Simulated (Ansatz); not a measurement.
The cell below belongs to a search over invented structures; it isn't taken from experiment.

Input and command of a plane-wave DFT calculation in Ansatz:

```yaml
crystal:
  lattice:
    - [4.83518286, 0.0, 0.0]
    - [-2.41759143, 4.18739119, 0.0]
    - [0.0, 0.0, 8.10836529]
  atoms:
    - { symbol: Zn, position: [0.0, 0.0, 0.74805836] }
    - { symbol: Zn, position: [0.0, 0.0, 0.25194164] }
    - { symbol: Cd, position: [0.0, 0.0, 0.5] }
    - { symbol: Se, position: [0.5, 0.0, 0.5] }
    - { symbol: Se, position: [0.0, 0.5, 0.5] }
    - { symbol: Se, position: [0.5, 0.5, 0.5] }
basis:
  ecutwfc: 420
kpoints:
  mp_grid: { grid: [3, 3, 2] }
hamiltonian:
  xc: pbe
scf:
  occupations: { method: gaussian, width: 0.15 }
  lower_state_search: "off"
output:
  forces: true
  stress: true
  eigenvalues: true
relax:
  adjacent_minimum: "off"
  f_tol: 0.08
  max_steps: 16
  cell: { stress_tol: 0.8 }
```

```bash
ansatz run input.yaml --threads 1 --pin off --max-ram 2560MiB --backend cpu --events-out ev --progress --plain --runs-dir out
```

Processor: Intel(R) Xeon(R) Processor @ 2.50GHz (Skylake/Cascade Lake), 1 thread, on a host shared with other jobs.

Q: Estimate time, memory and problem size.

A: About 2.8 min, peak memory 0.53 GiB. It solves 56 bands at 6 k points (after reduction by symmetry) with about 4597 plane waves (on the last cell), in 99 SCF iterations over 12 ionic steps.
